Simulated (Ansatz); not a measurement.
Input, command and steps of an Ansatz relaxation.

```yaml
crystal:
  lattice:
    - [6.960996, -0.170274, -0.299495]
    - [-0.170274, 6.796911, -0.046441]
    - [-0.299495, -0.046441, 6.971227]
  atoms:
    - { symbol: Pb, position: [0.6182964231, 0.1867259514, 0.1783221002] }
    - { symbol: Pb, position: [0.4585408087, 0.642495052, 0.4264186663] }
    - { symbol: Pb, position: [0.1663272537, 0.2775059252, 0.9893033757] }
    - { symbol: Pb, position: [0.7888067531, 0.4839895982, 0.8814591931] }
    - { symbol: Pb, position: [0.0139967493, 0.9050990963, 0.454484038] }
    - { symbol: O, position: [0.259741727, 0.3247528198, 0.3177159916] }
    - { symbol: O, position: [0.0820935829, 0.639234781, 0.0257587162] }
    - { symbol: O, position: [0.6314934483, 0.0875438299, 0.7997121609] }
    - { symbol: O, position: [0.9088362841, 0.9569683404, 0.9770339835] }
    - { symbol: O, position: [0.6822630107, 0.0507877922, 0.4709176582] }
    - { symbol: O, position: [0.1664646569, 0.5272135974, 0.5832008] }
    - { symbol: O, position: [0.1422505582, 0.1578613021, 0.5927276918] }
    - { symbol: O, position: [0.1868952496, 0.9718105252, 0.1653318192] }
    - { symbol: O, position: [0.669969251, 0.5172433455, 0.1623892282] }
    - { symbol: O, position: [0.6847453316, 0.7455060106, 0.7557465598] }
    - { symbol: O, position: [0.576824141, 0.3586026229, 0.5884003358] }
    - { symbol: B, position: [0.071387939, 0.8387661786, 0.0577290523] }
    - { symbol: B, position: [0.6246081471, 0.1662326329, 0.6068736363] }
    - { symbol: B, position: [0.747577686, 0.9193043497, 0.8392891747] }
    - { symbol: B, position: [0.1878590691, 0.3414614438, 0.4973509417] }
  symmetry: { detect: false }
basis:
  ecutwfc: 420
kpoints:
  mp_grid: { grid: [1, 1, 1], shift: [0.25, 0.25, 0.25] }
hamiltonian:
  xc: pbe
scf:
  occupations: { method: gaussian, width: 0.1 }
  lower_state_search: "off"
output:
  forces: true
  stress: true
  eigenvalues: true
relax:
  adjacent_minimum: "off"
  f_tol: 0.04
  max_steps: 70
  cell: { stress_tol: 0.3 }
```

```bash
ansatz run input.yaml --threads 2 --pin off --max-ram 5120MiB --backend cpu --events-out ev --progress --plain --runs-dir out
```

Level of theory: DFT PBE, scalar-relativistic, plane waves, PAW in Ansatz.

Of 49 frames 10 are shown, positions in Å and forces in eV/Å; the SCF threshold varies from step to step. Steps run on the plane waves of an earlier cell, with a Pulay correction in the pressure. The basis is chosen afresh for the last frame, the zero of the energies, and can be on the way; energy and pressure step there, also at an unchanged geometry. Here that happened at step 38 (-8 meV/atom, 0.6 GPa); the frames before carry an error of that size. The mark taken_back stands on steps that the optimiser undid.

```xyz
20
Lattice="6.9610 -0.1703 -0.2995 -0.1703 6.7969 -0.0464 -0.2995 -0.0464 6.9712" Properties=species:S:1:pos:R:3:forces:R:3 pbc="T T T" step=1 free_energy_over_end_meV_per_atom=207.44 pressure_GPa=1.53
Pb    4.2188    1.1556    1.0493   -1.0460    0.5430    0.3740
Pb    2.9548    4.2691    2.8055    0.1080   -0.7320   -0.2770
Pb    0.8143    1.8119    6.8340    0.5290    0.2800   -0.0760
Pb    5.1445    3.1144    5.8861    0.6270   -0.3700   -0.0390
Pb   -0.1928    6.1284    3.1221   -0.2380   -1.2700   -0.1970
O     1.6576    2.1483    2.1220    0.2890    0.8760   -0.1860
O     0.4549    4.3296    0.1253   -0.2590    2.4790    0.4190
O     4.1414    0.4504    5.3818    1.0380   -0.8440   -0.2060
O     5.8708    6.3043    6.4945   -1.2690   -0.5620   -1.2730
O     4.5995    0.2072    3.0762    0.7700   -0.9530   -1.2040
O     0.8943    3.5280    3.9913    0.6090   -1.5770   -0.7070
O     0.7858    1.0212    4.0821    0.3450    2.1840    0.4560
O     1.0860    6.5658    1.0515    0.8010   -0.9440    0.5620
O     4.5269    3.3940    0.9074   -0.6580   -0.6050    0.4760
O     4.4132    4.9154    5.0288    0.1770    1.0350   -0.0390
O     3.7780    2.3118    3.9125    0.3440   -0.5400    0.3860
B     0.3368    5.6862    0.3421   -0.2810   -1.4410   -0.9080
B     4.1378    0.9953    4.0359   -0.6900    1.6380    1.4760
B     4.7960    6.0822    5.5843   -0.7580    0.6320    0.2090
B     1.1006    2.2658    3.3950   -0.4390    0.1720    0.7520
20
Lattice="7.4532 -0.1641 0.1766 -0.1755 6.8593 0.0113 0.1532 0.0232 6.8641" Properties=species:S:1:pos:R:3:forces:R:3 pbc="T T T" step=6 free_energy_over_end_meV_per_atom=97.94 pressure_GPa=-0.20
Pb    3.9442    0.7743    1.4165   -0.0360    0.0110    0.1850
Pb    3.7371    4.0955    3.0057   -0.1100   -0.2560    0.0180
Pb    1.5553    2.3601    6.7307   -0.0440    0.3570   -0.2040
Pb    6.0255    3.1037    6.2020   -0.0010   -0.1800    0.1540
Pb    0.0342    6.2969    3.2191   -0.0170    0.0420   -0.2930
O     2.1492    2.2470    2.2846   -0.1850   -0.0220    0.4770
O     0.1103    4.5856    0.2314    0.0540   -0.1070    0.1030
O     4.9388    0.4722    5.5479   -0.2250    0.1390   -0.2000
O     6.5761    6.5224    6.7063    0.0060   -0.0980    0.0360
O     5.4482    0.3746    3.1984   -0.0040    0.1830    0.0290
O     1.8011    3.4949    4.2823   -0.2300   -0.2380    0.0940
O     0.9736    1.2496    4.2213   -0.0550    0.1620    0.0330
O     0.8488    6.7662    1.0333   -0.0920   -0.1280    0.0890
O     4.5015    2.8570    1.0877   -0.0350    0.0790   -0.4220
O     5.2088    4.9898    5.3815   -0.1490    0.2090   -0.0710
O     4.4983    2.3617    4.2652    0.0790    0.0020    0.0320
B     0.0278    5.9314    0.2860    0.1710    0.1620    0.2060
B     4.9485    1.0846    4.2727    0.1130   -0.0560   -0.1110
B     5.5247    6.2014    5.8633    0.0930   -0.4710    0.1500
B     1.5758    2.3208    3.5911    0.6670    0.2100   -0.3050
20
Lattice="7.3788 -0.1331 -0.1890 -0.1396 6.9942 -0.0346 -0.2004 -0.0335 7.1181" Properties=species:S:1:pos:R:3:forces:R:3 pbc="T T T" step=12 free_energy_over_end_meV_per_atom=58.41 pressure_GPa=-0.55
Pb    3.4172    0.6941    1.2602    0.0420    0.1080   -0.1280
Pb    3.6386    4.0600    2.9781    0.0180   -0.0700   -0.0360
Pb    1.3611    2.8661    6.6301    0.2150   -0.0020   -0.1130
Pb    5.4289    3.0066    6.3229   -0.2320   -0.0980   -0.0350
Pb   -0.1354    6.5484    3.3291   -0.0060    0.1100   -0.0540
O     2.1886    2.1987    2.4967   -0.0310    0.0740    0.2230
O     0.2960    4.6854    0.2116    0.1180    0.3600   -0.0190
O     4.7145    0.3961    5.3130    0.1230   -0.1780   -0.0790
O     6.2345    6.5328    6.6402    0.1590   -0.0090    0.1220
O     5.1430    0.3460    2.9206    0.0620   -0.0090    0.0270
O     1.7888    3.5962    4.3639   -0.1630   -0.3350   -0.0010
O     0.6860    1.4636    4.2889   -0.0240   -0.0620   -0.0340
O     0.8385    6.8144    1.2570   -0.2210   -0.1840    0.0160
O     3.7477    2.8803    0.4456    0.0410   -0.0080   -0.1240
O     4.7989    4.9949    5.3581    0.0450    0.1550    0.1100
O     4.6605    2.4000    4.1277    0.0140   -0.1530   -0.0590
B     0.1198    6.0223    0.3710   -0.2250   -0.0630    0.0450
B     4.8271    1.0346    4.0655    0.0580    0.3830    0.2140
B     5.2143    6.2114    5.7529   -0.1030   -0.0800   -0.1840
B     1.5100    2.3827    3.6953    0.1120    0.0610    0.1100
20
Lattice="7.3676 -0.2291 -0.3340 -0.2349 6.8460 -0.0163 -0.3388 -0.0121 7.2381" Properties=species:S:1:pos:R:3:forces:R:3 pbc="T T T" step=17 free_energy_over_end_meV_per_atom=43.93 pressure_GPa=0.09
Pb    3.3135    0.5283    1.2519   -0.0400   -0.0350   -0.0520
Pb    3.3753    4.0047    3.1882   -0.0230    0.1290   -0.0030
Pb    0.9554    2.6929    6.6979    0.0330    0.1810    0.1440
Pb    5.0488    3.0385    6.3933   -0.1800    0.0370    0.2130
Pb   -0.4874    6.2272    3.3459   -0.0170   -0.1490    0.0360
O     2.3325    1.8990    2.7581   -0.0370   -0.0360   -0.0100
O     0.4065    4.8547   -0.3906   -0.0500    0.1670   -0.0160
O     4.7179    0.5658    5.1723    0.0750    0.0720   -0.0420
O     5.8684    6.4311    6.7321   -0.1600   -0.1480    0.0050
O     5.2209    0.5563    2.7982    0.0290    0.1170    0.1590
O     1.7454    3.1689    4.6139   -0.0490   -0.0320   -0.1550
O     0.7870    0.9858    4.4480    0.0010    0.1080    0.0150
O     0.6002    6.4997    1.3903    0.0580    0.0020    0.0100
O     3.4211    2.5856    0.2201    0.0260   -0.0570    0.0420
O     4.3415    5.0261    5.4294   -0.0150    0.0190   -0.0760
O     4.9047    2.6079    4.0586    0.0370    0.0080    0.0910
B    -0.0100    5.9590    0.2682    0.1280   -0.2390   -0.1390
B     4.9502    1.2348    3.9604   -0.0360   -0.2120   -0.2050
B     4.9112    6.2038    5.7457    0.0500    0.0450    0.0820
B     1.5802    1.9562    3.9183    0.1700    0.0240   -0.0990
20
Lattice="7.4729 -0.2418 -0.5355 -0.2473 6.8494 0.0120 -0.5501 0.0112 7.1076" Properties=species:S:1:pos:R:3:forces:R:3 pbc="T T T" step=22 free_energy_over_end_meV_per_atom=34.10 pressure_GPa=-1.02 taken_back
Pb    3.1691    0.4872    1.0655    0.1130   -0.1150   -0.0480
Pb    3.5199    4.0655    3.0501   -0.0660   -0.1810    0.1020
Pb    0.6589    3.0636    6.1841    0.0690    0.0470    0.0930
Pb    4.7534    2.9626    6.4153    0.1000    0.0370   -0.0570
Pb   -0.5714    6.2737    3.4460    0.0720   -0.2400    0.0880
O     2.3577    1.9398    2.5400   -0.2140    0.0690   -0.0150
O     0.7947    5.3650   -0.8430   -1.0810    0.8660    1.5970
O     4.7183    0.4544    5.1876    0.3410   -0.1480    0.1050
O     5.6520    6.0662    6.8114    0.7350   -0.5100   -0.1780
O     5.1149    0.4734    2.7802   -0.0010   -0.0230    0.0010
O     1.5784    3.4350    4.1390   -0.0820    0.0250   -0.1300
O     0.6130    1.2713    4.1755    0.0340    0.1820   -0.1800
O     0.7272    6.2181    1.4997   -0.0510   -0.2370   -0.7360
O     3.2572    2.4807   -0.1794   -0.1550   -0.0810    0.2030
O     4.1664    4.9181    5.2813    0.1100    0.0960    0.0560
O     4.8044    2.4960    4.1152    0.0050   -0.0780   -0.0380
B     0.1319    5.9196    0.2748    0.2900   -0.1220   -0.6780
B     4.8859    1.1180    3.9515   -0.3010    0.2950   -0.0230
B     4.7798    6.0383    5.7225   -0.2310    0.1400   -0.2160
B     1.4687    2.1464    3.5691    0.3130   -0.0210    0.0560
20
Lattice="7.4076 -0.0806 -0.7741 -0.0924 6.8586 -0.1263 -0.8051 -0.1461 6.7847" Properties=species:S:1:pos:R:3:forces:R:3 pbc="T T T" step=28 free_energy_over_end_meV_per_atom=15.01 pressure_GPa=-0.02
Pb    3.1291    0.5285    0.7701   -0.0170    0.1780   -0.1790
Pb    3.2088    4.0296    2.4105    0.0470   -0.0540   -0.0420
Pb    0.5948    3.0740    5.7541    0.0430   -0.0230    0.1550
Pb    4.6517    3.0766    5.9103   -0.1050   -0.0340   -0.0500
Pb   -0.3950    6.0704    3.2722   -0.1040    0.0690    0.2190
O     1.7801    2.0522    1.8501    0.1380   -0.0870    0.0320
O     1.0418    5.6826   -0.9152    0.0660   -0.1320   -0.0760
O     4.9370    0.4787    4.9095   -0.0540   -0.1520   -0.1960
O     5.6332    5.8070    6.4100    0.1070    0.0720   -0.0260
O     4.6857    0.2893    2.4965    0.0550    0.0090    0.1420
O     1.2712    3.4953    3.6170    0.1390    0.1260    0.0480
O     0.4564    1.2817    3.7980    0.0110   -0.0550    0.0220
O     1.1481    5.8334    1.4801    0.1400   -0.0330    0.3720
O     3.4369    2.8185   -0.1727    0.0130   -0.0420    0.0600
O     4.0147    5.0355    4.8154   -0.0360    0.1170   -0.1010
O     4.3241    2.3775    3.7002    0.0460   -0.0910    0.0600
B     0.4542    5.8532    0.3070   -0.5850    0.1540   -0.6220
B     4.6225    1.0363    3.6274   -0.1820    0.1040    0.1200
B     4.7894    6.0288    5.2706    0.4820    0.0140    0.1920
B     1.1503    2.2023    3.0621   -0.2050   -0.1400   -0.1300
20
Lattice="7.4220 -0.1064 -0.8110 -0.1146 6.9236 -0.0926 -0.8434 -0.1123 6.7444" Properties=species:S:1:pos:R:3:forces:R:3 pbc="T T T" step=33 free_energy_over_end_meV_per_atom=13.05 pressure_GPa=0.03 taken_back
Pb    3.1272    0.5774    0.7161   -0.0340   -0.0070    0.0070
Pb    3.1362    4.0650    2.3658   -0.0060    0.0700   -0.0950
Pb    0.5249    3.0731    5.7637    0.0030    0.0150    0.0070
Pb    4.5851    3.2055    5.8546   -0.0360   -0.0330   -0.0050
Pb   -0.5181    6.1617    3.2735    0.1030   -0.1080   -0.0040
O     1.7691    2.0151    1.8507   -0.0140    0.0000    0.0630
O     0.9612    5.5776   -0.9078   -0.0490   -0.0120   -0.0930
O     4.9807    0.5398    4.8183   -0.0460   -0.0040   -0.0870
O     5.6141    5.9728    6.3696   -0.1180   -0.0540   -0.0420
O     4.6842    0.3935    2.4239    0.0060    0.0430   -0.0050
O     1.2961    3.4357    3.6493   -0.0350    0.0010   -0.0350
O     0.4611    1.2275    3.8042   -0.0260    0.0210    0.0050
O     1.1109    5.8059    1.4963    0.0040    0.0080    0.0530
O     3.4333    2.8668   -0.1044    0.0720   -0.0040   -0.0650
O     4.0164    5.1813    4.7494    0.0090   -0.0720    0.0050
O     4.2827    2.4458    3.6820    0.0020   -0.0230   -0.0360
B     0.4095    5.8558    0.3141    0.1650    0.0080    0.1120
B     4.6114    1.1186    3.5701   -0.0310    0.0430    0.1270
B     4.8025    6.1618    5.2145    0.0230    0.0990    0.0790
B     1.1487    2.1545    3.0712    0.0080    0.0080    0.0090
20
Lattice="7.3926 -0.1208 -0.7840 -0.1295 6.9007 -0.1111 -0.8138 -0.1295 6.7826" Properties=species:S:1:pos:R:3:forces:R:3 pbc="T T T" step=38 free_energy_over_end_meV_per_atom=4.12 pressure_GPa=0.61
Pb    3.1285    0.5621    0.7470    0.0050    0.0010    0.0040
Pb    3.1371    4.0434    2.3718    0.0000   -0.0050   -0.0030
Pb    0.5600    3.0504    5.7935    0.0050   -0.0030    0.0070
Pb    4.6048    3.1533    5.8741   -0.0030   -0.0020    0.0070
Pb   -0.4809    6.0997    3.2992   -0.0020   -0.0050    0.0030
O     1.7713    2.0058    1.8791    0.0010    0.0010    0.0030
O     0.9510    5.5761   -0.9210   -0.0010    0.0040   -0.0070
O     4.9558    0.5149    4.8681   -0.0040   -0.0040   -0.0080
O     5.5970    5.9295    6.4098   -0.0080    0.0200    0.0050
O     4.6623    0.3458    2.4737    0.0030   -0.0030    0.0050
O     1.2672    3.4427    3.6547    0.0040    0.0040    0.0030
O     0.4668    1.2198    3.8344    0.0050    0.0010   -0.0010
O     1.0943    5.7863    1.4881    0.0070    0.0020    0.0020
O     3.4343    2.8479   -0.1056   -0.0040   -0.0010   -0.0070
O     4.0219    5.1215    4.7799   -0.0050   -0.0020   -0.0060
O     4.2556    2.4077    3.7063    0.0030    0.0100    0.0030
B     0.3972    5.8488    0.3034   -0.0020   -0.0190   -0.0090
B     4.5865    1.0797    3.6136   -0.0110    0.0070   -0.0080
B     4.7878    6.1155    5.2543    0.0150   -0.0080    0.0110
B     1.1415    2.1507    3.0937   -0.0080    0.0010   -0.0050
20
Lattice="7.5891 -0.0771 -0.9246 -0.0914 6.9161 -0.1355 -0.9647 -0.1601 6.7663" Properties=species:S:1:pos:R:3:forces:R:3 pbc="T T T" step=44 free_energy_over_end_meV_per_atom=0.53 pressure_GPa=0.07
Pb    3.1558    0.6036    0.6732    0.0090   -0.0170   -0.0120
Pb    3.1484    4.0709    2.3146    0.0100    0.0070    0.0000
Pb    0.4731    3.0534    5.7033   -0.0040    0.0010   -0.0160
Pb    4.5659    3.1343    5.7997   -0.0020   -0.0010    0.0080
Pb   -0.4838    6.1380    3.2117    0.0120    0.0040    0.0020
O     1.7827    2.0367    1.8053   -0.0110    0.0040   -0.0120
O     1.0110    5.6021   -0.9498   -0.0060    0.0130   -0.0130
O     5.0015    0.4868    4.7567   -0.0120   -0.0060   -0.0150
O     5.7012    5.9122    6.2561    0.0040   -0.0220   -0.0250
O     4.7308    0.3694    2.3567   -0.0030    0.0010    0.0110
O     1.2659    3.4578    3.5931   -0.0260   -0.0010   -0.0040
O     0.4319    1.2464    3.7331   -0.0110   -0.0020   -0.0070
O     1.1658    5.8027    1.4638   -0.0200    0.0100   -0.0110
O     3.5114    2.8743   -0.1919    0.0010   -0.0170    0.0140
O     4.0482    5.1272    4.6942   -0.0030   -0.0030    0.0070
O     4.2671    2.3932    3.6311    0.0040   -0.0090    0.0110
B     0.4634    5.8525    0.2806    0.0260   -0.0050    0.0380
B     4.6289    1.0735    3.5153   -0.0070    0.0150   -0.0200
B     4.8585    6.1073    5.1247    0.0030    0.0050    0.0180
B     1.1340    2.1758    3.0126    0.0360    0.0230    0.0260
20
Lattice="7.6665 -0.0206 -0.9861 -0.0381 6.9236 -0.1473 -1.0313 -0.1765 6.7463" Properties=species:S:1:pos:R:3:forces:R:3 pbc="T T T" step=49 free_energy_over_end_meV_per_atom=0.00 pressure_GPa=0.00
Pb    3.1691    0.6238    0.6294    0.0000   -0.0050   -0.0090
Pb    3.1829    4.0916    2.2835    0.0000   -0.0060    0.0060
Pb    0.4530    3.0787    5.6404    0.0080   -0.0030   -0.0030
Pb    4.5575    3.1279    5.7710    0.0020   -0.0040   -0.0030
Pb   -0.4211    6.1746    3.1812    0.0020    0.0080    0.0070
O     1.7953    2.0755    1.7588   -0.0070    0.0080   -0.0080
O     1.0957    5.6625   -0.9680    0.0060    0.0020    0.0030
O     4.9968    0.4665    4.7053   -0.0060    0.0110   -0.0040
O     5.7698    5.8814    6.1676    0.0290   -0.0090   -0.0200
O     4.7521    0.3883    2.3036   -0.0050   -0.0070    0.0030
O     1.2643    3.5036    3.5401   -0.0020    0.0190   -0.0080
O     0.4261    1.2948    3.6793   -0.0170    0.0060   -0.0070
O     1.2440    5.8638    1.4452    0.0040    0.0030    0.0090
O     3.5526    2.8941   -0.2324   -0.0170    0.0010    0.0100
O     4.0594    5.1279    4.6596    0.0260    0.0270    0.0000
O     4.2721    2.3918    3.6035   -0.0100   -0.0010   -0.0030
B     0.5383    5.8758    0.2647   -0.0310    0.0000    0.0010
B     4.6340    1.0733    3.4717    0.0230    0.0050   -0.0100
B     4.9025    6.0958    5.0596   -0.0370   -0.0280    0.0220
B     1.1365    2.2215    2.9597    0.0320   -0.0280    0.0150
```

Time: 3.3 min on 2 threads of Arm Neoverse V1, on a shared host, peak memory 0.52 GiB.

The k mesh is coarse. Spin–orbit coupling is left out, which can shift energies with elements as heavy as these.